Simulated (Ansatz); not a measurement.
# Relaxation of ZnS

Computed with DFT r2SCAN, scalar-relativistic, plane waves, PAW (Ansatz 0.2.0). Run with 500 eV cutoff, 8×8×8 k-mesh, Gaussian smearing of 0.02 eV, no spin polarisation.

What was changed: relaxed at 3 GPa.

Command:

```bash
ansatz run input.yaml --threads 1 --pin off --max-ram 2560MiB --backend cpu --events-out ev --progress --plain --runs-dir out
```

Input:

```yaml
crystal:
  lattice:
    - [0.0, 2.6691509357, 2.6691509357]
    - [2.6691509357, 0.0, 2.6691509357]
    - [2.6691509357, 2.6691509357, 0.0]
  atoms:
    - { symbol: Zn, position: [0.0, 0.0, 0.0] }
    - { symbol: S, position: [0.25, 0.25, 0.25] }
basis:
  ecutwfc: 500
kpoints:
  mp_grid: { grid: [8, 8, 8] }
hamiltonian:
  xc: r2scan
scf:
  occupations: { method: gaussian, width: 0.02 }
output:
  forces: true
  stress: true
  eigenvalues: true
  write_density: true
  write_potential: true
  elf: true
  volumetric_format: npy
relax:
  adjacent_minimum: "off"
  f_tol: 0.008
  max_steps: 50
  cell: { stress_tol: 0.08, p_target: 3.0 }
```

F is the free energy. Steps run on the plane waves of an earlier cell, but the last one, and at times one on the way, on a freshly chosen basis, so a repeated geometry can differ a little in energy. The relaxation lowers the enthalpy F + PV at the target pressure, so F itself can rise.

Steps:

```json
{"step": "1", "F − F(1) (eV)": "0.0000", "largest force component (eV/Å)": "0.000", "V (Å³/atom)": "19.016", "P (GPa)": "2.38"}
{"step": "2", "F − F(1) (eV)": "0.0026", "largest force component (eV/Å)": "0.000", "V (Å³/atom)": "18.933", "P (GPa)": "2.77"}
{"step": "3", "F − F(1) (eV)": "0.0043", "largest force component (eV/Å)": "0.000", "V (Å³/atom)": "18.885", "P (GPa)": "3.00"}
{"step": "4", "F − F(1) (eV)": "0.0044", "largest force component (eV/Å)": "0.000", "V (Å³/atom)": "18.885", "P (GPa)": "3.00"}
```

Relaxed structure:

```
CELL_PARAMETERS angstrom
0.00000 2.66300 2.66300
2.66300 0.00000 2.66300
2.66300 2.66300 0.00000
ATOMIC_POSITIONS crystal
Zn 0.00000 0.00000 0.00000
S 0.25000 0.25000 0.25000
```

The structure is cubic, space group F-43m (No. 216). Conventional cell: a = 5.326 Å, b = 5.326 Å, c = 5.326 Å, α = 90.00°, β = 90.00°, γ = 90.00°. Zn (site symmetry -43m) has 4 S at 2.31 Å as nearest neighbours. Around S (site symmetry -43m) lie 4 Zn at 2.31 Å.

The run converged. Time: 14 s on 1 thread of Arm Neoverse V2, with other jobs on the host, peak memory 0.43 GiB.